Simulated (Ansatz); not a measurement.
Input:

NbAs:
```cif
data_As4Nb4
_chemical_formula_sum 'As4 Nb4'
_space_group_name_H-M_alt 'Cmcm'
_space_group_IT_number 63
_space_group_name_Hall '-C 2c 2'
_cell_length_a 3.35115
_cell_length_b 9.57218
_cell_length_c 4.48844
_cell_angle_alpha 90.000
_cell_angle_beta 90.000
_cell_angle_gamma 90.000
loop_
_atom_site_label
_atom_site_type_symbol
_atom_site_symmetry_multiplicity
_atom_site_Wyckoff_symbol
_atom_site_fract_x
_atom_site_fract_y
_atom_site_fract_z
_atom_site_occupancy
As1 As 4 c 0.00000 0.61923 0.25000 1
Nb1 Nb 4 c 0.00000 0.09340 0.75000 1
```
(The calculation used a cell of 4 atoms; values per cell refer to that cell.)

This is the PBE-relaxed structure.

Task: All from DFT-PBE in the program Ansatz with PAW potentials, unless another level is named. Estimate the electronic character.

Result: metallic (no gap).

Task: What about the formation energy from the elements (no fitted shifts)?

Result: -0.47 eV/atom.

Task: Give the density of states at the Fermi level.

Result: 0.36 states/eV per atom (mean over ±0.08 eV).

A made-up cell: these elements were put on the sites of a structure type; neither database checked (COD, Materials Project) lists it. COD files the formula under space group No. 109, so this cell is another polymorph or a model. Its standing as an ambient phase is unchecked. Symmetry was held in the PBE relaxation; whether a distortion lowers the energy is not shown. No spin polarisation was allowed. The references are the lowest solids computed at this level, not always the standard phases. Scalar-relativistic: spin–orbit coupling is off unless named, which matters more the heavier the elements.

Potentials: the later of the program's two PAW sets.
